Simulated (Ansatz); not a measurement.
Ca2Ge:
```
Ca2Ge
1.0
    5.06152     0.00000     0.00000
   -2.53076     4.38340     0.00000
    0.00000     0.00000     6.92020
Ge Ca
2 4
Cartesian
  0.00000   2.92227   1.96017
  2.53076   1.46113   5.42027
  0.00000   0.00000   0.23079
  0.00000   0.00000   3.69088
  0.00000   2.92227   5.42126
  2.53076   1.46113   1.96116
```

Relaxed with PBEsol.

Task: Give the Bader charges and basin volumes of the independent atoms, DFT-PBEsol in the program Ansatz with PAW potentials.

Result: 

```json
[
 {"atom": "Ge1", "Bader charge (e)": "-2.32", "Bader volume (Å³)": "44.1"},
 {"atom": "Ca3", "Bader charge (e)": "+1.16", "Bader volume (Å³)": "16.8"},
 {"atom": "Ca5", "Bader charge (e)": "+1.16", "Bader volume (Å³)": "15.9"}
]
```

Space group P6_3/mmc. The workflow started from an entry of the Crystallography Open Database (COD); the relaxed space group is not among those it files for this formula. COD files the formula under space group No. 186. Its standing as an ambient phase is unchecked. Symmetry was held in the PBEsol relaxation; whether a distortion lowers the energy is not shown. The volume moved by -18 % from the start of the relaxation. The volume fell by over 15 % from the filed cell, which may lack light atoms or belong to other conditions.

Potentials: the later of the program's two PAW sets.
